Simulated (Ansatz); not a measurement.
InGaAs2 in space group P-4m2 (No. 115; In on 1d, Ga on 1b, As on 2g) at seven volumes, DFT-r²SCAN in the program Ansatz with PAW potentials, shape and atoms relaxed at each. One row is withheld.

| V (Å³/atom) | P (GPa) |
|---|---|
| 23.229 | 7.49 |
| 23.994 | 4.56 |
| 24.760 | 2.09 |
| 25.526 | 0.00 |
| 26.292 | ? |
| 27.057 | -3.18 |
| 27.823 | -4.43 |

Fit the shown pressures and predict the withheld one.

Third-order Birch–Murnaghan: P = (3/2)B₀(x^(7/2) − x^(5/2))[1 + (3/4)(B′ − 4)(x − 1)] with x = (V₀/V)^(2/3). Least squares on the six rows gives V₀ = 25.531 Å³/atom, B₀ = 63.19 GPa, B′ = 4.79. At V = 26.292, x = 0.9806 and P = -1.73 GPa. The run itself gave -1.76 GPa.

The workflow started from a Materials Project entry (that database holds measured and hypothetical structures alike); the Crystallography Open Database copy checked does not list it. With In and Ga taken as one species the cell has the higher symmetry F-43m, so it may be an ordered model of a mixed-site phase. Its standing as an ambient phase is unchecked. The r²SCAN relaxation kept the symmetry of its start; whether a distortion lowers the energy is not shown.

Potentials: the later of the program's two PAW sets.
